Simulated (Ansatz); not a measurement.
TeW:
```
CELL_PARAMETERS angstrom
      3.30054     0.00000     0.00000
      0.00000     3.30054     0.00000
      0.00000     0.00000     3.30054
ATOMIC_POSITIONS crystal
  W  0.00000 0.00000 0.00000
  Te 0.50000 0.50000 0.50000
```

Relaxed with PBEsol. Special points in fractions of this cell's reciprocal vectors: Γ (0.000, 0.000, 0.000); X (0.000, 0.500, 0.000); M (0.500, 0.500, 0.000); R (0.500, 0.500, 0.500).

Task: List the band energies nearest the Fermi level at these points for PBEsol (plane waves, PAW; program Ansatz).

Result: In eV from the Fermi level; about four levels below and three above (degenerate sets whole), none deeper than 8.9 eV; points with the same levels are listed once.

```json
[
 {"k": "Γ", "below": "-3.54 -3.54 -1.28 -1.28 -1.28", "above": "0.68 0.68 0.68"},
 {"k": "X", "below": "-3.38 -3.38 -2.76", "above": "0.82 2.11 4.59"},
 {"k": "M", "below": "-6.28 -6.28 -3.98 -0.96 -0.96", "above": "1.01 1.32 2.42"},
 {"k": "R", "below": "-7.33 -7.33 -7.33", "above": "1.52 1.52 1.52"}
]
```

Space group Pm-3m (CsCl type). The cell is a constructed one: a structure type filled with these elements; neither database checked (COD, Materials Project) lists it. Its standing as an ambient phase is unchecked. The cell was relaxed with PBEsol under the symmetry of its start; whether a distortion lowers the energy is not shown. No spin polarisation was allowed. Spin–orbit coupling is left out wherever it is not named.

Potentials: the earlier of the program's two PAW sets. The files were generated under PBE; for other functionals the program regenerates the frozen cores, and for LDA and PBEsol the local potential too.
